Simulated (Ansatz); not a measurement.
All numbers below come from DFT PBE, scalar-relativistic, plane waves, PAW, and for the lanthanide a 4f-in-core norm-conserving potential, in Ansatz. All cells share a 660 eV cutoff and Γ-centred k meshes spaced at most about 0.3 Å⁻¹ (about 0.25 or finer for metals, 2π included). No spin polarisation in the final relaxations.

All energies are static (0 K, no zero-point motion).

Two forms of Nd₄O were relaxed alike.

A.

```cif
data_structure
_symmetry_space_group_name_H-M 'P-43m'
_symmetry_Int_Tables_number 215
_cell_length_a 5.4338
_cell_length_b 5.4338
_cell_length_c 5.4338
_cell_angle_alpha 90.000
_cell_angle_beta 90.000
_cell_angle_gamma 90.000
_cell_volume 160.44
loop_
_atom_site_label
_atom_site_type_symbol
_atom_site_symmetry_multiplicity
_atom_site_Wyckoff_symbol
_atom_site_fract_x
_atom_site_fract_y
_atom_site_fract_z
_atom_site_occupancy
Nd1 Nd 4 e 0.24273 0.24273 0.24273 1
O1 O 1 a 0.00000 0.00000 0.00000 1
```

B.

```cif
data_structure
_symmetry_space_group_name_H-M 'Pm-3m'
_symmetry_Int_Tables_number 221
_cell_length_a 5.1245
_cell_length_b 5.1245
_cell_length_c 5.1245
_cell_angle_alpha 90.000
_cell_angle_beta 90.000
_cell_angle_gamma 90.000
_cell_volume 134.58
loop_
_atom_site_label
_atom_site_type_symbol
_atom_site_symmetry_multiplicity
_atom_site_Wyckoff_symbol
_atom_site_fract_x
_atom_site_fract_y
_atom_site_fract_z
_atom_site_occupancy
Nd1 Nd 3 c 0.00000 0.50000 0.50000 1
Nd2 Nd 1 a 0.00000 0.00000 0.00000 1
O1 O 1 b 0.50000 0.50000 0.50000 1
```

Problem. Which is lower in energy, and by how much?

Solution. B is lower, by 58 meV/atom. A has space group P-43m (No. 215), 32.1 Å³/atom and no gap on its mesh; B has space group Pm-3m (No. 221), 26.9 Å³/atom and no gap. Counting Nd atoms around O (those within 1.25 times the shortest such distance or 1.15 times the sum of covalent radii, 1.27 where that leaves under three), A has O 4 and B has O 6. The denser one is the lower, and pressure would at first widen the difference. In A, Nd has 1 O at 2.28 Å and 12 Nd at 3.73–3.95 Å; around O lie 4 Nd at 2.28 Å. In B, Nd on a site of symmetry 4/mmm has 2 O at 2.56 Å and 12 Nd at 3.62 Å; Nd on a site of symmetry m-3m has 12 Nd at 3.62 Å; around O lie 6 Nd at 2.56 Å. Both come from invented guesses.

The lanthanide is trivalent by construction, without f bands, f moments or other valences.
